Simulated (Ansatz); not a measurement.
Input, command and steps of an Ansatz relaxation.

```yaml
crystal:
  lattice:
    - [3.7179185927, 0.0, 0.0]
    - [-1.8589592963, 3.2198119505, 0.0]
    - [0.0, 0.0, 5.7844774043]
  atoms:
    - { symbol: Li, position: [0.0, 0.0, 0.0] }
    - { symbol: Li, position: [0.3333333333, 0.6666666667, 0.645] }
    - { symbol: Li, position: [0.6666666667, 0.3333333333, 0.355] }
    - { symbol: P, position: [0.3333333333, 0.6666666667, 0.245] }
    - { symbol: P, position: [0.6666666667, 0.3333333333, 0.755] }
basis:
  ecutwfc: 420
kpoints:
  mp_grid: { grid: [6, 6, 4] }
hamiltonian:
  xc: pbe
scf:
  occupations: { method: gaussian, width: 0.1 }
  lower_state_search: "off"
output:
  forces: true
  stress: true
  eigenvalues: true
relax:
  adjacent_minimum: "off"
  f_tol: 0.04
  max_steps: 70
  cell: { stress_tol: 0.4 }
```

```bash
ansatz run input.yaml --threads 1 --pin off --max-ram 2560MiB --backend cpu --events-out ev --progress --plain --runs-dir out
```

Theory: DFT PBE, scalar-relativistic, plane waves, PAW in Ansatz 0.2.0.

Of 7 frames 7 are shown, positions in Å and forces in eV/Å; the SCF threshold varies from step to step. Steps run on the plane waves of an earlier cell, with a Pulay correction in the pressure. The basis is chosen afresh for the last frame, the zero of the energies, and at times for earlier ones too; energy and pressure step there, also at an unchanged geometry.

```xyz
5
Lattice="3.7179 0.0000 0.0000 -1.8590 3.2198 0.0000 0.0000 0.0000 5.7845" Properties=species:S:1:pos:R:3:forces:R:3 pbc="T T T" step=1 free_energy_over_end_meV_per_atom=256.98 pressure_GPa=10.52
Li    0.0000    0.0000    0.0000    0.0000    0.0000    0.0000
Li    0.0000    2.1465    3.7310    0.0000    0.0000    0.2352
Li    1.8590    1.0733    2.0535    0.0000    0.0000   -0.2352
P     0.0000    2.1465    1.4172    0.0000    0.0000   -1.1413
P     1.8590    1.0733    4.3673    0.0000    0.0000    1.1413
5
Lattice="3.8991 0.0000 0.0000 -1.9495 3.3767 0.0000 0.0000 0.0000 5.5417" Properties=species:S:1:pos:R:3:forces:R:3 pbc="T T T" step=2 free_energy_over_end_meV_per_atom=117.05 pressure_GPa=5.18
Li    0.0000    0.0000    0.0000    0.0000    0.0000    0.0000
Li    0.0000    2.2511    3.6687    0.0000    0.0000    0.3200
Li    1.9495    1.1256    1.8730    0.0000    0.0000   -0.3200
P     0.0000    2.2511    1.2662    0.0000    0.0000   -0.9031
P     1.9495    1.1256    4.2755    0.0000    0.0000    0.9031
5
Lattice="4.0458 0.0000 0.0000 -2.0229 3.5037 0.0000 0.0000 0.0000 5.2595" Properties=species:S:1:pos:R:3:forces:R:3 pbc="T T T" step=3 free_energy_over_end_meV_per_atom=20.44 pressure_GPa=2.62
Li    0.0000    0.0000    0.0000    0.0000    0.0000    0.0000
Li    0.0000    2.3358    3.5656    0.0000    0.0000    0.0863
Li    2.0229    1.1679    1.6939    0.0000    0.0000   -0.0863
P     0.0000    2.3358    1.0796    0.0000    0.0000   -0.3236
P     2.0229    1.1679    4.1799    0.0000    0.0000    0.3236
5
Lattice="4.1794 0.0000 0.0000 -2.0897 3.6195 0.0000 0.0000 0.0000 5.0267" Properties=species:S:1:pos:R:3:forces:R:3 pbc="T T T" step=4 free_energy_over_end_meV_per_atom=7.73 pressure_GPa=1.65
Li    0.0000    0.0000    0.0000    0.0000    0.0000    0.0000
Li    0.0000    2.4130    3.4710    0.0000    0.0000   -0.2221
Li    2.0897    1.2065    1.5557    0.0000    0.0000    0.2221
P     0.0000    2.4130    0.9741    0.0000    0.0000    0.2847
P     2.0897    1.2065    4.0525    0.0000    0.0000   -0.2847
5
Lattice="4.1918 0.0000 0.0000 -2.0959 3.6302 0.0000 0.0000 0.0000 5.1189" Properties=species:S:1:pos:R:3:forces:R:3 pbc="T T T" step=5 free_energy_over_end_meV_per_atom=2.31 pressure_GPa=0.37
Li    0.0000    0.0000    0.0000    0.0000    0.0000    0.0000
Li    0.0000    2.4201    3.4849    0.0000    0.0000    0.0278
Li    2.0959    1.2101    1.6339    0.0000    0.0000   -0.0278
P     0.0000    2.4201    1.0044    0.0000    0.0000    0.0315
P     2.0959    1.2101    4.1144    0.0000    0.0000   -0.0315
5
Lattice="4.2014 0.0000 0.0000 -2.1007 3.6385 0.0000 0.0000 0.0000 5.1368" Properties=species:S:1:pos:R:3:forces:R:3 pbc="T T T" step=6 free_energy_over_end_meV_per_atom=1.93 pressure_GPa=0.05
Li    0.0000    0.0000    0.0000    0.0000    0.0000    0.0000
Li    0.0000    2.4257    3.5127    0.0000    0.0000    0.0044
Li    2.1007    1.2128    1.6241    0.0000    0.0000   -0.0044
P     0.0000    2.4257    1.0188    0.0000    0.0000    0.0234
P     2.1007    1.2128    4.1181    0.0000    0.0000   -0.0234
5
Lattice="4.2014 0.0000 0.0000 -2.1007 3.6385 0.0000 0.0000 0.0000 5.1368" Properties=species:S:1:pos:R:3:forces:R:3 pbc="T T T" step=7 free_energy_over_end_meV_per_atom=0.00 pressure_GPa=0.24
Li    0.0000    0.0000    0.0000    0.0000    0.0000    0.0000
Li    0.0000    2.4257    3.5127    0.0000    0.0000    0.0044
Li    2.1007    1.2128    1.6241    0.0000    0.0000   -0.0044
P     0.0000    2.4257    1.0188    0.0000    0.0000    0.0232
P     2.1007    1.2128    4.1181    0.0000    0.0000   -0.0232
```

The start puts this composition into another compound's structure type, which needn't suit it. At the end the space group is P-3m1 (tolerance 0.05 Å).

The run took 14 s on 1 thread of Intel(R) Xeon(R) Platinum 8488C (Sapphire Rapids) (shared host), peak memory 0.38 GiB.

The k mesh is coarse.